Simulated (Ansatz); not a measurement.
Rocksalt alloy of LiF and NaF (20 of 32 Li sites exchanged), 64 atoms

Ansatz, PAW, plane waves. PBEsol relaxation of volume and atoms (shape held) at the single k point (¼, ¼, ¼) without its symmetry partners; single points on the relaxed atoms at the single k point (¼, ¼, ¼) without its symmetry partners, onto which points of the small cell's zone fold. Arrangement: clustered. No spin–orbit coupling unless named.

Relaxed structure:

```cif
data_structure
_symmetry_space_group_name_H-M 'P 1'
_symmetry_Int_Tables_number 1
_cell_length_a 8.9197
_cell_length_b 8.9197
_cell_length_c 8.9197
_cell_angle_alpha 90.000
_cell_angle_beta 90.000
_cell_angle_gamma 90.000
_cell_volume 709.65
loop_
_atom_site_label
_atom_site_type_symbol
_atom_site_fract_x
_atom_site_fract_y
_atom_site_fract_z
_atom_site_occupancy
F1 F 0.26262 0.99661 0.99820 1
F2 F 0.27396 0.00007 0.50295 1
F3 F 0.26279 0.50257 0.99788 1
F4 F 0.25881 0.50034 0.50322 1
F5 F 0.73479 0.98335 0.98066 1
F6 F 0.73159 0.99318 0.52063 1
F7 F 0.73424 0.51595 0.98042 1
F8 F 0.73263 0.48675 0.51736 1
F9 F 0.99763 0.24875 0.99895 1
F10 F 0.98614 0.24914 0.50135 1
F11 F 0.97301 0.74847 0.99981 1
F12 F 0.98563 0.75149 0.50159 1
F13 F 0.50397 0.28501 0.98031 1
F14 F 0.51558 0.22854 0.51448 1
F15 F 0.51848 0.74290 0.96955 1
F16 F 0.51284 0.75448 0.51380 1
F17 F 0.99913 0.99870 0.25069 1
F18 F 0.98580 0.99934 0.75068 1
F19 F 0.99772 0.50094 0.24863 1
F20 F 0.98341 0.49851 0.74965 1
F21 F 0.50394 0.97715 0.21716 1
F22 F 0.51486 0.00433 0.75602 1
F23 F 0.50160 0.52047 0.28695 1
F24 F 0.51401 0.51407 0.73940 1
F25 F 0.25362 0.24959 0.25105 1
F26 F 0.26520 0.24873 0.74895 1
F27 F 0.26114 0.75008 0.25256 1
F28 F 0.25963 0.74941 0.75108 1
F29 F 0.74694 0.24958 0.25370 1
F30 F 0.73343 0.25832 0.73958 1
F31 F 0.73289 0.75077 0.28730 1
F32 F 0.73655 0.75561 0.74063 1
Na1 Na 0.99531 0.99624 0.99888 1
Na2 Na 0.99060 0.00104 0.50257 1
Na3 Na 0.99486 0.50094 0.99758 1
Na4 Na 0.99006 0.50006 0.50089 1
Na5 Na 0.25890 0.24938 0.99825 1
Na6 Na 0.26038 0.25089 0.50191 1
Na7 Na 0.26522 0.74853 0.00243 1
Na8 Na 0.25592 0.75027 0.50169 1
Na9 Na 0.74425 0.24767 0.99255 1
Na10 Na 0.25933 0.99744 0.25020 1
Na11 Na 0.25849 0.99885 0.75199 1
Na12 Na 0.25765 0.50243 0.25065 1
Na13 Na 0.25748 0.49879 0.74933 1
Na14 Na 0.74408 0.99644 0.25437 1
Na15 Na 0.74293 0.50455 0.25230 1
Na16 Na 0.99832 0.25005 0.25239 1
Na17 Na 0.99280 0.24890 0.74810 1
Na18 Na 0.99098 0.74965 0.25126 1
Na19 Na 0.99311 0.74850 0.74955 1
Na20 Na 0.50221 0.25229 0.25053 1
Li1 Li 0.51606 0.95972 0.99696 1
Li2 Li 0.51104 0.00728 0.53675 1
Li3 Li 0.51426 0.50485 0.95945 1
Li4 Li 0.51486 0.52200 0.50708 1
Li5 Li 0.73141 0.25921 0.51994 1
Li6 Li 0.73946 0.74179 0.96122 1
Li7 Li 0.73703 0.76740 0.50938 1
Li8 Li 0.73675 0.98532 0.74950 1
Li9 Li 0.73784 0.49109 0.73803 1
Li10 Li 0.50986 0.23957 0.75250 1
Li11 Li 0.51310 0.74986 0.28259 1
Li12 Li 0.51290 0.74043 0.74394 1
```

(1) What are the mean bond lengths by pair (pairs within 1.2 times the sum of covalent radii, less contacts 15 % beyond the pair's median; cation–cation pairs of compounds aside; long ionic contacts are cut short by that bound)?

(2) What gap lies between the top filled and the lowest empty level in the single points?

Answers

(1) F–Li 2.036 ± 0.070 Å (standard deviation, 50 bonds); F–Na 2.274 ± 0.075 Å (standard deviation, 119 bonds).

(2) HSE06 9.47 eV (15 s on NVIDIA GB300). Away from Γ this isn't the crystal's band gap.
